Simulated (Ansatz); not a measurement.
Cu$_{3}$Sb in space group P6/mmm (No. 191; Sb on 1a, Cu on 1b, Cu on 2c) at seven volumes, PBEsol (plane waves, PAW; program Ansatz), shape and atoms relaxed at each. One row is withheld.

```tsv
V (Å³/atom)	P (GPa)
18.922	8.35
19.546	5.18
20.169	2.39
20.793	0.00
21.417	?
22.041	-3.49
22.665	-4.64
```

Q: Fit the shown pressures and predict the withheld one.

A: Third-order Birch–Murnaghan: P = (3/2)B₀(x^(7/2) − x^(5/2))[1 + (3/4)(B′ − 4)(x − 1)] with x = (V₀/V)^(2/3). Least squares on the six rows gives V₀ = 20.812 Å³/atom, B₀ = 68.93 GPa, B′ = 5.19. At V = 21.417, x = 0.9811 and P = -1.83 GPa. The run itself gave -1.97 GPa.

The start of the workflow was typed in or built on a structure type; neither database checked (COD, Materials Project) lists it. Its standing as an ambient phase is unchecked. Symmetry was held in the PBEsol relaxation. At this level the phase is mechanically unstable. No spin polarisation was allowed. Its formation energy is positive at this level, so the cell may be metastable or incomplete. Scalar-relativistic: spin–orbit coupling is off unless named, which matters more the heavier the elements.

Potentials: the later of the program's two PAW sets.
